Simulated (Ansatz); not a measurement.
HPbBrO:
```cif
data_H4Br4O4Pb4
_chemical_formula_sum 'H4 Pb4 Br4 O4'
_space_group_name_H-M_alt 'P 1'
_space_group_IT_number 1
_cell_length_a 7.18763
_cell_length_b 3.99114
_cell_length_c 9.84284
_cell_angle_alpha 90.000
_cell_angle_beta 90.000
_cell_angle_gamma 90.000
loop_
_space_group_symop_operation_xyz
  'x, y, z'
loop_
_atom_site_label
_atom_site_type_symbol
_atom_site_fract_x
_atom_site_fract_y
_atom_site_fract_z
_atom_site_occupancy
H1 H 0.28670 0.25000 0.61627 1
H2 H 0.71330 0.75000 0.38373 1
H3 H 0.21330 0.75000 0.11627 1
H4 H 0.78670 0.25000 0.88373 1
Pb1 Pb 0.19815 0.25000 0.91341 1
Pb2 Pb 0.80185 0.75000 0.08659 1
Pb3 Pb 0.30185 0.75000 0.41341 1
Pb4 Pb 0.69815 0.25000 0.58659 1
Br1 Br 0.05520 0.75000 0.67875 1
Br2 Br 0.94480 0.25000 0.32125 1
Br3 Br 0.44480 0.25000 0.17875 1
Br4 Br 0.55520 0.75000 0.82125 1
O1 O 0.37484 0.25000 0.53996 1
O2 O 0.62516 0.75000 0.46004 1
O3 O 0.12516 0.75000 0.03996 1
O4 O 0.87484 0.25000 0.96004 1
```

Relaxed with LDA.

### Question
Give the optical modes at the zone centre with their infrared activity from DFPT, DFT-LDA in the program Ansatz with PAW potentials.

### Answer
Transverse frequencies, without the LO–TO term; a row sums one degenerate level.

| ω (cm⁻¹) | degeneracy | IR ((D/Å)²/amu) | activity |
|---|---|---|---|
| 26 | 1 | 0.00 | IR-inactive |
| 32 | 1 | 0.00 | IR-inactive |
| 33 | 1 | 0.01 | IR-inactive |
| 53 | 1 | 0.00 | IR-inactive |
| 58 | 1 | 0.00 | IR-inactive |
| 61 | 1 | 0.00 | IR-inactive |
| 61 | 1 | 0.74 | IR |
| 63 | 1 | 11.32 | IR |
| 67 | 1 | 0.00 | IR-inactive |
| 69 | 1 | 0.00 | IR-inactive |
| 73 | 1 | 0.00 | IR-inactive |
| 74 | 1 | 0.00 | IR-inactive |
| 74 | 1 | 8.45 | IR |
| 81 | 1 | 0.00 | IR-inactive |
| 85 | 1 | 5.92 | IR |
| 89 | 1 | 0.39 | IR |
| 92 | 1 | 0.00 | IR-inactive |
| 93 | 1 | 0.03 | IR |
| 108 | 1 | 0.00 | IR-inactive |
| 108 | 1 | 0.00 | IR-inactive |
| 117 | 1 | 0.00 | IR-inactive |
| 242 | 1 | 20.07 | IR |
| 244 | 1 | 0.00 | IR-inactive |
| 281 | 1 | 1.39 | IR |
| 283 | 1 | 5.08 | IR |
| 284 | 1 | 0.00 | IR-inactive |
| 288 | 1 | 0.00 | IR-inactive |
| 289 | 1 | 0.00 | IR-inactive |
| 291 | 1 | 0.00 | IR-inactive |
| 322 | 1 | 9.70 | IR |
| 331 | 1 | 0.00 | IR-inactive |
| 333 | 1 | 11.87 | IR |
| 335 | 1 | 0.00 | IR-inactive |
| 526 | 1 | 50.27 | IR |
| 536 | 1 | 0.00 | IR-inactive |
| 541 | 1 | 0.00 | IR-inactive |
| 549 | 1 | 0.00 | IR-inactive |
| 656 | 1 | 11.38 | IR |
| 659 | 1 | 0.00 | IR-inactive |
| 683 | 1 | 4.24 | IR |
| 690 | 1 | 0.00 | IR-inactive |
| 3537 | 1 | 0.00 | IR-inactive |
| 3540 | 1 | 20.66 | IR |
| 3542 | 1 | 25.79 | IR |
| 3542 | 1 | 0.00 | IR-inactive |

### Question
How high does the top mode go among those that the LO–TO term moves?

### Answer
3547 cm⁻¹ for q along x, 595 cm⁻¹ for q along y, 3544 cm⁻¹ for q along z.

Space group Pnma. The first step of the workflow began from a Materials Project structure, measured or hypothetical; the Crystallography Open Database copy checked does not list it. Whether it is the stable phase at ambient conditions was not checked. The LDA relaxation kept the symmetry of its start; phonons on a q-mesh show no instability. A crystal of weakly bound chains computed without a dispersion correction: the cell and the soft elastic constants depend strongly on that. Scalar-relativistic: spin–orbit coupling is off unless named, which matters more the heavier the elements.

Potentials: the later of the program's two PAW sets.
